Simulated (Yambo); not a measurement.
G0W0@LDA for Ba$_{3}$ZnN$_{2}$O (space group P4/mmm, No. 123) in Yambo. Reference settings: 4×4×1 Γ-centred k mesh, bands 5 to 235 and a 7 Ry block in the screening, 235 bands in G with the Bruneval-Gonze terminator, plasmon pole fitted at 27.2 eV. The LDA gap Γ → Γ on this mesh is 0.81 eV; G0W0 gaps are taken between the same points.

Gap (Γ → Γ) in eV against the number of bands and the screening block, terminator on:

```tsv
bands (W and G)	2 Ry	3 Ry	4 Ry	6 Ry	7 Ry
62	1.807	1.772	1.788	1.793	1.808
93	1.548	1.524	1.573	1.590	1.615
134	1.425	1.413	1.500	1.534	1.569
184	1.370	1.358	1.455	1.499	1.538
235	1.357	1.340	1.439	1.490	1.535
```

Rough cost of the Yambo step against the reference (shared machines):

```
bands (W and G)  2 Ry  3 Ry  4 Ry  6 Ry  7 Ry
---------------  ----  ----  ----  ----  ----
62                1/8   1/7   1/6   1/5   1/5
93                1/5   1/5   1/4   1/4   1/3
134               1/3   1/3   1/3   1/2    ~1
184               1/2   1/2    ~1    ~1    ~1
235                ~1    ~1    ~1    ~1     1
```

At the largest block the last step in bands moves the gap by -0.003 eV; at the most bands the last step in the block moves it by 0.045 eV.

The mesh misses a band edge: along a dense path the LDA gap is 0.46 eV against 0.81 eV on the mesh.

Geometry of the Materials Project entry, not relaxed at this level; primitive cell a = b = 4.1498 Å, c = 9.2928 Å, α = β = γ = 90.00°.

The structure is a Materials Project entry; no match was found in the copy of COD used, and its stability was not checked.
